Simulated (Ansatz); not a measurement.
Ti$_{2}$Sb in space group I4/mmm (No. 139; Ti on 4e, Ti on 4c, Sb on 4e), the program Ansatz at the r²SCAN level (PAW), all energies at zero smearing, with the estimated change up to a 700 eV cutoff added, with one set of potentials and settings (totals compare only within such a set). Cell of 6 atoms (4 Ti, 2 Sb): -23019.048 eV.

```json
[
 {"element": "Ti", "reference phase": "P6/mmm, 3 atoms in the cell", "E (eV/atom)": "-2504.3896"},
 {"element": "Sb", "reference phase": "R-3m, 2 atoms in the cell", "E (eV/atom)": "-6499.1272"}
]
```

Formation energy per atom, worked out: (-23019.048 − 4×(-2504.3896) − 2×(-6499.1272))/6 = -0.539 eV/atom (-52 kJ per mol of atoms), at 0 K, without zero-point energy or fitted corrections.

The first step of the workflow began from a Materials Project structure, measured or hypothetical; the Crystallography Open Database copy checked does not list it. Whether it is the stable phase at ambient conditions was not checked. The cell was relaxed with r²SCAN under the symmetry of its start; whether a distortion lowers the energy is not shown. The run is not spin-polarised. The references are the lowest solids computed at this level, not always the standard phases. Scalar-relativistic: spin–orbit coupling is off unless named, which matters more the heavier the elements.

Potentials: the later of the program's two PAW sets.
